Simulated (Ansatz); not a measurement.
Relaxed CsSnI$_{3}$ (cubic perovskite):

```xyz
5
Lattice="6.2244 0.0000 0.0000 0.0000 6.2244 0.0000 0.0000 0.0000 6.2244" Properties=species:S:1:pos:R:3 pbc="T T T"
Cs     0.0000     0.0000     0.0000
Sn     3.1122     3.1122     3.1122
I      0.0000     3.1122     3.1122
I      3.1122     3.1122     0.0000
I      3.1122     0.0000     3.1122
```

In this cell atom 1 (Cs, nearest neighbour I at 4.401 Å; its periodic images, 6.2 Å or more away, move with it) is moved by s along Cartesian x, unit vector (1.000, 0.000, 0.000); all other atoms and the cell stay fixed.

These are r2SCAN (plane waves to 500 eV, PAW, scalar-relativistic; Ansatz, a program for electronic structure) values and carry that method's errors. k mesh 5×5×5 (Γ-centred), Fermi-Dirac smearing 0.05 eV. The energy includes the smearing's −TS. On this mesh the relaxed cell isn't quite at rest: it carries a pressure of -0.1 GPa (compression positive) at the zero of the scan. CsSnI3 was relaxed with its symmetry unable to fall. Spin-orbit coupling is left out, though I is heavy. This is a high-temperature form of CsSnI3. ΔE is measured from the undisplaced structure.

| s (Å) | ΔE (meV/cell) |
|---|---|
| -0.440 | 15.4 |
| -0.352 | 9.0 |
| -0.264 | withheld |
| -0.176 | 2.0 |
| -0.088 | 0.5 |
| 0.000 | 0.0 |
| 0.088 | 0.5 |
| 0.176 | 2.0 |
| 0.264 | withheld |
| 0.352 | 9.0 |
| 0.440 | 15.4 |

Question: Fit an even polynomial form (powers 2, 4) to the given rows and predict ΔE at s = 0.264.

Answer: Least squares on the 9 given rows: ΔE = (60.81)·s² + (96.59)·s⁴, in meV/cell with s in Å; root-mean-square residual 0.02 meV/cell. At 0.264 the fit gives 4.7 meV/cell; the calculation gives 4.7 meV/cell, the same to the digits shown. The quadratic term alone would give 4.2 meV/cell.

(A displaced cell: forces are minus the slopes of the energy, force constants its curvatures, and phonons follow from these.)
